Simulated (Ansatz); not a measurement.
Given:

Hf$_{2}$S:
```cif
data_Hf4S2
_chemical_formula_sum 'Hf4 S2'
_space_group_name_H-M_alt 'P63/mmc'
_space_group_IT_number 194
_space_group_name_Hall '-P 6c 2c'
_cell_length_a 3.31926
_cell_length_b 3.31926
_cell_length_c 11.56244
_cell_angle_alpha 90.000
_cell_angle_beta 90.000
_cell_angle_gamma 120.000
loop_
_atom_site_label
_atom_site_type_symbol
_atom_site_symmetry_multiplicity
_atom_site_Wyckoff_symbol
_atom_site_fract_x
_atom_site_fract_y
_atom_site_fract_z
_atom_site_occupancy
Hf1 Hf 4 f 0.33333 0.66667 0.10124 1
S1 S 2 b 0.00000 0.00000 0.25000 1
```

This is the LDA-relaxed structure.

### Question
All from LDA in the plane-wave PAW code Ansatz, unless another level is named. Give the electronic character.

### Answer
metallic (no gap).

### Question
What about the density of states at the Fermi level?

### Answer
0.42 states/eV per atom (mean over ±0.08 eV).

### Question
Give the formation energy from the elements (no fitted shifts).

### Answer
-1.14 eV/atom.

Space group P6_3/mmc. The first step of the workflow began from a Materials Project structure, measured or hypothetical; the Crystallography Open Database copy checked does not list it. Whether it is the stable phase at ambient conditions was not checked. Symmetry was held in the LDA relaxation; of distortions, only those at the zone centre were tested. No spin polarisation was allowed. The references are the lowest solids computed at this level, not always the standard phases. Scalar-relativistic: spin–orbit coupling is off unless named, which matters more the heavier the elements.

Potentials: the later of the program's two PAW sets.
